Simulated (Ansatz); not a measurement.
Values for one crystal, relaxed and computed with LDA (plane waves, PAW; program Ansatz); other levels are named.

Volume per atom: 5.73 Å³
Band gap: 4.39 eV (indirect)
Electron effective mass: 0.30, 0.30, 0.90 mₑ (principal values)
Dynamical stability on the path: stable (no imaginary branch)
Formation energy from the elements (no fitted shifts): -1.52 eV/atom
Zero-point energy: 160.7 meV/atom
Elastic constants (relaxed ions, GPa): C11 = 824, C12 = 190, C44 = 475

Task: Which of these materials gives this?
(A) BN, zinc blende
(B) BAs, Pnma (B on 4c, As on 4c)
(C) GaN, wurtzite
(D) GaN, zinc blende

Result: A, BN, zinc blende

Space group F-43m (zinc blende). The cell was relaxed with LDA under the symmetry of its start. The references are the lowest solids computed at this level, not always the standard phases (solids in place of the gases).

Potentials: the earlier of the program's two PAW sets. The files were generated under PBE; for other functionals the program regenerates the frozen cores, and for LDA and PBEsol the local potential too.
